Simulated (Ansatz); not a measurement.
Sr2ZnMoO6 (space group I4/m)

```
CELL_PARAMETERS angstrom
     -2.78105     2.78105     4.00969
      2.78105    -2.78105     4.00969
      2.78105     2.78105    -4.00969
ATOMIC_POSITIONS crystal
  Sr 0.25000 0.75000 0.50000
  Sr 0.75000 0.25000 0.50000
  Zn 0.50000 0.50000 0.00000
  Mo 0.00000 0.00000 0.00000
  O  0.28115 0.19793 0.47908
  O  0.71885 0.80207 0.52092
  O  0.19793 0.71885 0.91678
  O  0.80207 0.28115 0.08322
  O  0.23926 0.23926 0.00000
  O  0.76074 0.76074 0.00000
```

This relaxed cell (volume V₀) is scaled evenly in all directions, its shape held. The atoms relax within the cell's symmetry.

All values below come from r2SCAN (plane waves to 500 eV, PAW, scalar-relativistic; Ansatz, a program for electronic structure). k mesh 8×8×8 (Γ-centred), Fermi-Dirac smearing 0.05 eV. E stands for the smeared free energy. Stress and pressure are positive under compression. With the shape held, the modulus is that of even scaling; a crystal free to change shape is softer. Sr2ZnMoO6 is run without spin polarisation. Sr2ZnMoO6 was relaxed with its symmetry unable to fall. The zero of ΔE is the relaxed starting cell.

```csv
V (Å³/atom),ΔE (meV/atom)
11.164,70.9
11.412,43.5
11.661,withheld
11.909,10.0
12.157,2.4
12.405,0.0
12.653,2.2
12.901,8.6
13.149,18.6
13.397,32.0
13.645,48.2
```

Problem. Fit a third-order Birch-Murnaghan form (E₀, V₀, B₀, B₀′ free) to the given rows and predict ΔE at V = 11.661.

Solution. Least squares on the 10 given rows: ΔE = E₀ + (9V₀B₀/16)·y²·[2 + (B₀′ − 4)y], y = (V₀/V)^(2/3) − 1, with V₀ = 12.405 Å³/atom, B₀ = 149.6 GPa (160.2 GPa = 1 eV/Å³; the term in eV is multiplied by 1000), B₀′ = 4.75, E₀ = -0.01 meV/atom; root-mean-square residual 0.03 meV/atom. At 11.661 the fit gives 23.4 meV/atom; the calculation gives 23.5 meV/atom, so the interpolation is off by -0.1 (-0.4 %). For the pressure the fit gives 10.7 GPa against the computed 10.7 GPa.

(A scan under strain: stresses follow from slopes of the energy per volume, elastic moduli from its curvatures.)
